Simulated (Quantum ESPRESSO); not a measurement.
pw.x input (Quantum ESPRESSO 7.5; PBE, PseudoDojo stringent norm-conserving files, scalar-relativistic):

```
&CONTROL
  calculation = 'scf'
  pseudo_dir = './pseudo'
  outdir = './out'
  tprnfor = .true.
  tstress = .true.
/
&SYSTEM
  ibrav = 0
  nat = 2
  ntyp = 2
  ecutwfc = 104.0
  ecutrho = 416.0
  occupations = 'smearing'
  smearing = 'fd'
  degauss = 0.002
  nbnd = 27
/
&ELECTRONS
  conv_thr = 2e-10
/
ATOMIC_SPECIES
Se 78.9710 Se.upf
Pb 207.2000 Pb.upf
CELL_PARAMETERS angstrom
  0.000000000000   3.048215385000   3.048215385000
  3.048215385000   0.000000000000   3.048215385000
  3.048215385000   3.048215385000   0.000000000000
ATOMIC_POSITIONS crystal
Se   0.500000000000   0.500000000000   0.500000000000
Pb   0.000000000000   0.000000000000   0.000000000000
K_POINTS automatic
8 8 8 0 0 0
```

End of the output:

```
     total energy              =   -1096.18172554 Ry
     estimated scf accuracy    <       0.00000011 Ry
     total energy              =   -1096.18172555 Ry
     estimated scf accuracy    <          8.2E-09 Ry
     total energy              =   -1096.18172556 Ry
     estimated scf accuracy    <          2.8E-10 Ry
[...]
     the Fermi energy is    11.2603 ev
!    total energy              =   -1096.18172556 Ry
     estimated scf accuracy    <          6.0E-11 Ry
     smearing contrib. (-TS)   =      -0.00000325 Ry
     internal energy E=F+TS    =   -1096.18172230 Ry
     The total energy is F=E-TS. E is the sum of the following terms:
     one-electron contribution =    -846.32550574 Ry
     hartree contribution      =     397.58622939 Ry
     xc contribution           =    -125.70574686 Ry
     ewald contribution        =    -521.73669909 Ry
     convergence has been achieved in   9 iterations
     Forces acting on atoms (cartesian axes, Ry/au):
     atom    1 type  1   force =     0.00000000    0.00000000    0.00000000
     atom    2 type  2   force =     0.00000000    0.00000000   -0.00000000
     Total force =     0.000000     Total SCF correction =     0.000000
     Computing stress (Cartesian axis) and pressure
          total   stress  (Ry/bohr**3)                   (kbar)     P=       32.09
   0.00021816  -0.00000000   0.00000000           32.09       -0.00        0.00
  -0.00000000   0.00021816   0.00000000           -0.00       32.09        0.00
   0.00000000  -0.00000000   0.00021816            0.00       -0.00       32.09
```
In a gapped system the printed Fermi energy is only some level inside the gap.

Spin-orbit coupling is not included.

Geometry relaxed with PBEsol.
